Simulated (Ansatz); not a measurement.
Sr2CuBrO2:
```
Sr2CuBrO2
1.0
    2.02154     1.16713     9.44033
   -2.02154     1.16713     9.44033
    0.00000    -2.33427     9.44033
Sr Cu Br O
2 1 1 2
Direct
  0.25253   0.25253   0.25253
  0.74747   0.74747   0.74747
  0.50000   0.50000   0.50000
  0.00000   0.00000   0.00000
  0.43667   0.43667   0.43667
  0.56333   0.56333   0.56333
```

Relaxed with r²SCAN.

Problem. Map the valence electron density (e/Å³), cut off at 1 on the plane through (0.253, 0.253, 0.253) spanned by u = [1, 0, 0] and v = [-1, 1, 1] in lattice vectors, from r²SCAN (plane waves, PAW; program Ansatz).

Solution. x is the fraction of u, y of v (the angle between them is 40°; rows are the nearest grid lines); atoms in the plane: Sr at (0.00, 0.00), Sr at (0.99, 0.49), Cu at (0.49, 0.25), Br at (0.49, 0.75), O at (0.37, 0.18), O at (0.62, 0.31).
```
y \ x   0.000  0.100  0.175  0.275  0.375  0.450  0.550  0.625  0.725  0.825  0.900   1.00
------  -----  -----  -----  -----  -----  -----  -----  -----  -----  -----  -----  -----
1.00    0.998  0.646  0.038  0.055  0.039  0.070  0.112  0.049  0.039  0.033  0.644  0.998
0.925    1.00   1.00  0.211  0.168  0.281  0.102  0.031  0.024  0.017  0.020  0.031   1.00
0.850   0.041  0.443  0.300  0.142   1.00   1.00  0.114  0.021  0.014  0.018  0.025  0.041
0.775   0.029  0.028  0.045  0.045  0.686  0.472   1.00  0.125  0.019  0.020  0.024  0.029
0.700   0.028  0.024  0.018  0.017  0.096  0.849  0.685  0.734  0.055  0.079  0.039  0.028
0.625   0.063  0.023  0.017  0.014  0.020  0.079  0.712  0.848  0.136  0.472  0.891  0.063
0.550    1.00  0.041  0.022  0.020  0.032  0.040  0.067  0.172  0.123  0.199   1.00   1.00
0.450    1.00   1.00  0.068  0.070  0.086  0.226  0.277  0.051  0.024  0.024  0.140   1.00
0.375   0.217   1.00  0.297  0.121  0.620  0.327   1.00   1.00  0.033  0.019  0.026  0.217
0.300   0.033  0.073  0.205  0.826  0.872   1.00   1.00   1.00  0.415  0.021  0.028  0.033
0.225   0.037  0.025  0.040   1.00   1.00   1.00   1.00  0.719   1.00  0.089  0.029  0.037
0.150   0.044  0.027  0.017  0.124   1.00   1.00   1.00  0.916  0.223  0.357  0.441  0.044
0.0750   1.00  0.032  0.020  0.019  0.200  0.983  0.209  0.165  0.080  0.207   1.00   1.00
0.000   0.998  0.646  0.038  0.055  0.039  0.070  0.112  0.049  0.039  0.033  0.644  0.998
```

The density is the valence pseudo-density with augmentation charge, so density and ELF within about 1 Å of a nucleus are not all-electron values.

Space group R-3m. The workflow started from a Materials Project entry (that database holds measured and hypothetical structures alike); the Crystallography Open Database files this formula in space group No. 166, but the cells were not matched. Its standing as an ambient phase is unchecked. Symmetry was held in the r²SCAN relaxation; its stability against distortions is not shown here. No spin polarisation was allowed. No Hubbard U is applied.

Potentials: the later of the program's two PAW sets.
